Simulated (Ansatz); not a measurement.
Ge:
```
CELL_PARAMETERS angstrom
      3.99575     0.00000     0.00000
     -1.99788     3.46042     0.00000
      0.00000     0.00000     6.59877
ATOMIC_POSITIONS crystal
  Ge 0.66667 0.33333 0.06295
  Ge 0.33333 0.66667 0.93705
  Ge 0.33333 0.66667 0.56295
  Ge 0.66667 0.33333 0.43705
```

Relaxed with r²SCAN. DFT-r²SCAN in the program Ansatz with PAW potentials gives a gap of 0.09 eV.

**Question.** What gap does HSE06 give on the same cell (Ansatz, PAW)?

**Answer.** 0.39 eV, 0.30 eV more. The hybrid was solved on a coarser mesh and at special points; its gap is the smallest among all of these.

| k | v1 r²SCAN | c1 r²SCAN | v1 HSE06 | c1 HSE06 |
|---|---|---|---|---|
| Γ | 0.00 | 0.09 | 0.00 | 0.39 |
| A | -1.02 | 0.87 | [?] | [?] |
| K | -3.45 | 1.56 | [?] | [?] |
| H | -2.26 | 1.41 | [?] | [?] |
| M | -1.65 | 0.64 | -1.71 | 0.92 |
| L | -2.65 | 0.64 | [?] | [?] |

**Question.** Top valence (v1) and lowest conduction level (c1) in eV from each method's valence maximum (which need not be a listed point): supply the withheld HSE06 values.

**Answer.** 
- K, v1 HSE06: -3.62
- K, c1 HSE06: 1.83
- H, v1 HSE06: -2.33
- H, c1 HSE06: 1.74
- L, v1 HSE06: -2.76
- L, c1 HSE06: 0.94
- A, v1 HSE06: -1.05
- A, c1 HSE06: 1.22

Cost on shared cores: the r²SCAN run (SCF on a 8×8×4 mesh, then bands and DOS) roughly 60 core-seconds, the HSE06 run (SCF on 6×6×3, then a few points) roughly 5 core-minutes; the tasks are unlike.

Space group P6_3/mmc. The first step of the workflow began from a Materials Project structure, measured or hypothetical; the Crystallography Open Database copy checked does not list it. It is not the phase usual at ambient conditions (space group No. 227). The cell was relaxed with r²SCAN under the symmetry of its start; of distortions, only those at the zone centre were tested. Scalar-relativistic: spin–orbit coupling is off unless named, which matters more the heavier the elements.

Potentials: the later of the program's two PAW sets.
